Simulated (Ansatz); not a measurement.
**SiC: do the settings matter for the field gradients?**

Cell: a COD entry (perhaps calculated rather than measured), atoms as given.

```yaml
crystal:
  lattice:
    - [3.08100, 0.00000, 0.00000]
    - [-1.54050, 2.66822, 0.00000]
    - [0.00000, 0.00000, 15.12480]
  atoms:
    - { symbol: Si, position: [0.00000, 0.00000, 0.00000] }
    - { symbol: Si, position: [0.00000, 0.00000, 0.50000] }
    - { symbol: Si, position: [0.33333, 0.66667, 0.16640] }
    - { symbol: Si, position: [0.66667, 0.33333, 0.66640] }
    - { symbol: Si, position: [0.66667, 0.33333, 0.33290] }
    - { symbol: Si, position: [0.33333, 0.66667, 0.83290] }
    - { symbol: C, position: [0.33333, 0.66667, 0.04120] }
    - { symbol: C, position: [0.66667, 0.33333, 0.54120] }
    - { symbol: C, position: [0.66667, 0.33333, 0.20800] }
    - { symbol: C, position: [0.33333, 0.66667, 0.70800] }
    - { symbol: C, position: [0.00000, 0.00000, 0.37460] }
    - { symbol: C, position: [0.00000, 0.00000, 0.87460] }
```

Atom numbers follow the list; atoms alike are taken as one site, whose name carries the number of the first.

Reference run. The numbers come from a DFT calculation in Ansatz (PBE, plane waves and PAW (field gradients read without the response of the frozen cores, which leaves them typically 4 to 6 % off), scalar-relativistic, 420 eV cutoff, Γ-centred 10×10×2 k-points, Fermi–Dirac smearing 0.02 eV).

**Question.** The input is changed as follows: `kpoints.mp_grid.grid`: [10, 10, 2] → [12, 12, 2]; `kpoints.mp_grid.shift`: not typed → [0.5, 0.5, 0.5]. What happens to V_zz (10²¹ V/m²) and η?

**Answer.** 

| site | atom | V_zz reference | η reference | V_zz changed | η changed |
| --- | --- | --- | --- | --- | --- |
| Si3 | 3 | 0.23 | 0.00 | 0.23 | 0.00 |
| Si5 | 5 | 0.22 | 0.00 | 0.22 | 0.00 |
| C7 | 7 | 0.060 | 0.00 | 0.060 | 0.01 |
| C11 | 11 | 0.21 | 0.00 | 0.21 | 0.00 |

No V_zz moves by more than 0.01. Sites with |V_zz| of 0.02 or less aren't listed. Symmetry makes η zero on C7; the changed mesh lacks the crystal's symmetry, and the η that it gives there is an artefact. SCF iterations: 6 and 6. New warnings: symmetry narrowed by mesh.

On the reference run: The values hang on the deposited positions: relaxing the atoms moves V_zz on Si1 from 0.007 to -0.052.
